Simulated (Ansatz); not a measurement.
# RuS2: gradients before and after relaxing the atoms

Start: a COD entry.

Space group Pa-3 (No. 205); a = 5.6106 Å.

```csv
site,Wyckoff,site symmetry,x,y,z
Ru,4a,.-3.,0.0000,0.0000,0.0000
S,8c,.3.,0.3883,0.3883,0.3883
```

One atom of each set is listed.

Method: Kohn–Sham DFT in Ansatz, PBE, plane waves and PAW, scalar-relativistic, collinear spin, 420 eV cutoff, Γ-centred 5×5×5 k-points, Fermi–Dirac smearing 0.02 eV. Start moments as typed (μB): 2 on each Ru, none on the rest.

The largest force at the start is 0.26 eV/Å. Relaxing the ions at fixed cell moves them by 0.015 Å at most (atom 9, S) and 0.012 Å rms. End positions:

Ru (0.0000, 0.0000, 0.0000)
S (0.3868, 0.3868, 0.3868)

```tsv
site	moved (Å)	first shell before	first shell after	V_zz before (10²¹ V/m²)	η before
Ru	0.000	6 S at 2.35 Å	6 S at 2.35 Å	-4.65	0.00
S	0.015	1 S at 2.17 Å, 3 Ru at 2.35 Å	1 S at 2.20 Å, 3 Ru at 2.35 Å	14.63	0.00
```

Problem. What are V_zz and η after the relaxation?

Solution. 

```csv
site,V_zz after,η after,change of V_zz
Ru,-4.89,0.00,-0.24
S,14.43,0.00,-0.20
```

The largest change of V_zz is on Ru, from -4.65 to -4.89. In per cent, |V_zz| changes by +5 on Ru, -1 on S (all sites that start above 0.5).

Without spin–orbit coupling (the program notes it for Ru) the gradients can shift somewhat, as the gap is small. With these PAW files V_zz is typically within 2 to 3 % of all-electron values, but misses above 10 % occur on Ru. The start moments die out, and the run ends without spin.
